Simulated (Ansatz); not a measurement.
## Li2Pd: 30 steps of 1.5 fs from 1200 K

Computed with DFT, LDA, all-electron LAPW, scalar-relativistic (Ansatz 0.2.0).

Command: `ansatz run input.yaml --threads 2 --pin off --max-ram 6144MiB --backend cpu --events-out ev --progress --plain --runs-dir out` The run took 9.9 min on 2 threads of Arm Neoverse V1, on a shared host, peak memory 0.47 GiB.

```yaml
crystal:
  lattice:
    - [4.222, 0.0, 0.0]
    - [-2.111, 3.6563592548, 0.0]
    - [0.0, 0.0, 2.724]
  atoms:
    - { symbol: Li, position: [0.3333333333, 0.6666666667, 0.5] }
    - { symbol: Li, position: [0.6666666667, 0.3333333333, 0.5] }
    - { symbol: Pd, position: [0.0, 0.0, 0.0] }
kpoints:
  mp_grid: { grid: [5, 5, 7] }
scf:
  occupations: { method: fermi_dirac, width: 0.08 }
hamiltonian:
  xc: lda
  pseudopotentials: { kind: all_electron, lapw: { basis_error: 0.001 } }
output:
  forces: true
  stress: true
md:
  timestep: 1.5
  n_steps: 30
  ensemble: nve
  temperature: 1200
  initial_velocities: maxwell_boltzmann
  seed: 536794
```

Spin polarisation is left out, and whether a magnetic state lies lower isn't shown here.

The cell comes from COD entry 1538637, which wasn't checked; take it as a given geometry.

Each frame lists Cartesian positions (Å) and forces (eV/Å). Free energies count from the first step, -137582.8671 eV.

Step 0 (t = 0.0 fs): E = 0.0 meV, T = 1200 K, conserved energy 0.0 meV

```
Li    0.0000    2.4376    1.3620     0.000   0.000   0.000
Li    2.1110    1.2188    1.3620     0.000   0.000   0.000
Pd    0.0000    0.0000    0.0000     0.000   0.000   0.000
```

Step 1 (t = 1.5 fs): E = +1.3 meV, T = 1195 K, conserved energy 0.0 meV

```
Li    0.0261    2.4198    1.3711    -0.051   0.048  -0.013
Li    2.1264    1.2148    1.3822     0.005  -0.023  -0.007
Pd   -0.0027    0.0014   -0.0019     0.047  -0.025   0.021
```

Step 2 (t = 3.0 fs): E = +4.9 meV, T = 1181 K, conserved energy 0.0 meV

```
Li    0.0520    2.4022    1.3801    -0.101   0.095  -0.026
Li    2.1419    1.2107    1.4024     0.009  -0.045  -0.015
Pd   -0.0054    0.0028   -0.0038     0.091  -0.049   0.041
```

Step 3 (t = 4.5 fs): E = +10.9 meV, T = 1158 K, conserved energy 0.0 meV

```
Li    0.0776    2.3849    1.3891    -0.148   0.139  -0.040
Li    2.1573    1.2064    1.4226     0.013  -0.065  -0.022
Pd   -0.0081    0.0042   -0.0057     0.135  -0.074   0.062
```

Step 4 (t = 6.0 fs): E = +18.9 meV, T = 1127 K, conserved energy 0.0 meV

```
Li    0.1027    2.3680    1.3979    -0.193   0.180  -0.054
Li    2.1728    1.2020    1.4427     0.016  -0.082  -0.030
Pd   -0.0107    0.0056   -0.0076     0.177  -0.098   0.084
```

Step 5 (t = 7.5 fs): E = +28.9 meV, T = 1089 K, conserved energy +0.1 meV

```
Li    0.1272    2.3516    1.4066    -0.236   0.219  -0.068
Li    2.1884    1.1973    1.4627     0.016  -0.096  -0.038
Pd   -0.0133    0.0070   -0.0095     0.219  -0.123   0.106
```

Step 6 (t = 9.0 fs): E = +40.4 meV, T = 1044 K, conserved energy +0.1 meV

```
Li    0.1510    2.3360    1.4150    -0.275   0.255  -0.083
Li    2.2040    1.1923    1.4826     0.014  -0.106  -0.045
Pd   -0.0159    0.0083   -0.0113     0.261  -0.148   0.128
```

Step 7 (t = 10.5 fs): E = +53.3 meV, T = 994 K, conserved energy +0.1 meV

```
Li    0.1740    2.3212    1.4232    -0.311   0.287  -0.098
Li    2.2197    1.1870    1.5023     0.008  -0.113  -0.054
Pd   -0.0184    0.0097   -0.0131     0.303  -0.174   0.152
```

Step 8 (t = 12.0 fs): E = +67.2 meV, T = 940 K, conserved energy +0.1 meV

```
Li    0.1959    2.3072    1.4311    -0.343   0.315  -0.113
Li    2.2353    1.1813    1.5219    -0.002  -0.115  -0.062
Pd   -0.0209    0.0109   -0.0149     0.345  -0.200   0.176
```

Step 9 (t = 13.5 fs): E = +82.1 meV, T = 883 K, conserved energy +0.1 meV

```
Li    0.2168    2.2943    1.4386    -0.371   0.339  -0.129
Li    2.2510    1.1753    1.5413    -0.017  -0.112  -0.072
Pd   -0.0233    0.0122   -0.0167     0.389  -0.226   0.200
```

Step 10 (t = 15.0 fs): E = +97.6 meV, T = 823 K, conserved energy +0.1 meV

```
Li    0.2365    2.2824    1.4458    -0.396   0.358  -0.144
Li    2.2666    1.1689    1.5604    -0.038  -0.105  -0.081
Pd   -0.0256    0.0134   -0.0184     0.433  -0.253   0.226
```

Step 11 (t = 16.5 fs): E = +113.5 meV, T = 762 K, conserved energy +0.1 meV

```
Li    0.2550    2.2716    1.4524    -0.416   0.374  -0.160
Li    2.2821    1.1622    1.5794    -0.064  -0.093  -0.092
Pd   -0.0278    0.0145   -0.0201     0.480  -0.281   0.252
```

Step 12 (t = 18.0 fs): E = +129.7 meV, T = 699 K, conserved energy +0.1 meV

```
Li    0.2722    2.2620    1.4586    -0.432   0.385  -0.175
Li    2.2974    1.1552    1.5980    -0.096  -0.076  -0.103
Pd   -0.0299    0.0156   -0.0217     0.527  -0.309   0.279
```

Step 13 (t = 19.5 fs): E = +146.1 meV, T = 636 K, conserved energy +0.1 meV

```
Li    0.2880    2.2536    1.4642    -0.444   0.392  -0.191
Li    2.3124    1.1479    1.6163    -0.133  -0.055  -0.116
Pd   -0.0319    0.0166   -0.0232     0.577  -0.337   0.306
```

Step 14 (t = 21.0 fs): E = +162.5 meV, T = 572 K, conserved energy +0.2 meV

```
Li    0.3025    2.2464    1.4693    -0.453   0.395  -0.205
Li    2.3270    1.1405    1.6342    -0.175  -0.029  -0.129
Pd   -0.0338    0.0176   -0.0247     0.629  -0.366   0.334
```

Step 15 (t = 22.5 fs): E = +178.8 meV, T = 509 K, conserved energy +0.2 meV

```
Li    0.3155    2.2404    1.4737    -0.459   0.393  -0.219
Li    2.3411    1.1330    1.6517    -0.223   0.001  -0.142
Pd   -0.0356    0.0185   -0.0262     0.681  -0.395   0.361
```

Step 16 (t = 24.0 fs): E = +194.8 meV, T = 448 K, conserved energy +0.2 meV

```
Li    0.3271    2.2357    1.4774    -0.462   0.388  -0.232
Li    2.3544    1.1255    1.6688    -0.274   0.035  -0.157
Pd   -0.0372    0.0192   -0.0275     0.735  -0.423   0.389
```

Step 17 (t = 25.5 fs): E = +210.5 meV, T = 387 K, conserved energy +0.2 meV

```
Li    0.3373    2.2322    1.4803    -0.463   0.380  -0.244
Li    2.3669    1.1181    1.6854    -0.327   0.071  -0.172
Pd   -0.0387    0.0200   -0.0288     0.790  -0.451   0.416
```

Step 18 (t = 27.0 fs): E = +225.4 meV, T = 330 K, conserved energy +0.2 meV

```
Li    0.3460    2.2299    1.4826    -0.462   0.368  -0.255
Li    2.3783    1.1109    1.7014    -0.382   0.109  -0.187
Pd   -0.0400    0.0206   -0.0300     0.844  -0.477   0.442
```

Step 19 (t = 28.5 fs): E = +239.4 meV, T = 276 K, conserved energy +0.2 meV

```
Li    0.3532    2.2287    1.4840    -0.460   0.353  -0.265
Li    2.3886    1.1041    1.7169    -0.437   0.149  -0.202
Pd   -0.0411    0.0211   -0.0311     0.896  -0.502   0.467
```

Step 20 (t = 30.0 fs): E = +252.1 meV, T = 227 K, conserved energy +0.2 meV

```
Li    0.3590    2.2287    1.4845    -0.457   0.337  -0.274
Li    2.3975    1.0977    1.7317    -0.490   0.188  -0.216
Pd   -0.0421    0.0215   -0.0321     0.946  -0.524   0.490
```

Step 21 (t = 31.5 fs): E = +263.6 meV, T = 184 K, conserved energy +0.3 meV

```
Li    0.3634    2.2297    1.4843    -0.453   0.318  -0.282
Li    2.4049    1.0920    1.7459    -0.539   0.226  -0.228
Pd   -0.0429    0.0218   -0.0330     0.992  -0.544   0.510
```

Step 22 (t = 33.0 fs): E = +272.7 meV, T = 149 K, conserved energy +0.3 meV

```
Li    0.3664    2.2317    1.4831    -0.450   0.298  -0.289
Li    2.4106    1.0869    1.7593    -0.582   0.261  -0.239
Pd   -0.0434    0.0220   -0.0338     1.033  -0.559   0.528
```

Step 23 (t = 34.5 fs): E = +279.3 meV, T = 124 K, conserved energy +0.3 meV

```
Li    0.3680    2.2346    1.4811    -0.447   0.277  -0.294
Li    2.4144    1.0826    1.7720    -0.619   0.293  -0.247
Pd   -0.0438    0.0221   -0.0345     1.066  -0.570   0.541
```

Step 24 (t = 36.0 fs): E = +283.1 meV, T = 109 K, conserved energy +0.3 meV

```
Li    0.3681    2.2384    1.4781    -0.445   0.256  -0.298
Li    2.4163    1.0793    1.7840    -0.647   0.320  -0.253
Pd   -0.0439    0.0221   -0.0351     1.091  -0.576   0.551
```

Step 25 (t = 37.5 fs): E = +283.9 meV, T = 106 K, conserved energy +0.3 meV

```
Li    0.3669    2.2430    1.4742    -0.443   0.235  -0.300
Li    2.4162    1.0770    1.7951    -0.665   0.342  -0.255
Pd   -0.0438    0.0219   -0.0356     1.107  -0.577   0.555
```

Step 26 (t = 39.0 fs): E = +281.4 meV, T = 115 K, conserved energy +0.3 meV

```
Li    0.3643    2.2483    1.4693    -0.441   0.215  -0.302
Li    2.4141    1.0757    1.8054    -0.672   0.357  -0.254
Pd   -0.0435    0.0217   -0.0359     1.113  -0.572   0.555
```

Step 27 (t = 40.5 fs): E = +275.6 meV, T = 138 K, conserved energy +0.3 meV

```
Li    0.3603    2.2543    1.4635    -0.440   0.195  -0.302
Li    2.4098    1.0756    1.8150    -0.668   0.366  -0.249
Pd   -0.0430    0.0213   -0.0362     1.108  -0.562   0.551
```

Step 28 (t = 42.0 fs): E = +266.5 meV, T = 173 K, conserved energy +0.3 meV

```
Li    0.3549    2.2609    1.4568    -0.439   0.177  -0.301
Li    2.4034    1.0765    1.8237    -0.653   0.368  -0.241
Pd   -0.0422    0.0208   -0.0363     1.091  -0.545   0.541
```

Step 29 (t = 43.5 fs): E = +254.4 meV, T = 220 K, conserved energy +0.3 meV

```
Li    0.3482    2.2681    1.4491    -0.438   0.160  -0.298
Li    2.3950    1.0787    1.8317    -0.627   0.364  -0.229
Pd   -0.0412    0.0202   -0.0363     1.065  -0.524   0.528
```

Step 30 (t = 45.0 fs): E = +239.5 meV, T = 277 K, conserved energy +0.3 meV

```
Li    0.3401    2.2758    1.4405    -0.437   0.145  -0.295
Li    2.3846    1.0820    1.8390    -0.591   0.353  -0.215
Pd   -0.0400    0.0195   -0.0362     1.028  -0.498   0.510
```

Q: What is the mean temperature over the last 16 frames?

A: 236 K; so short a run of so small a cell isn't equilibrated.
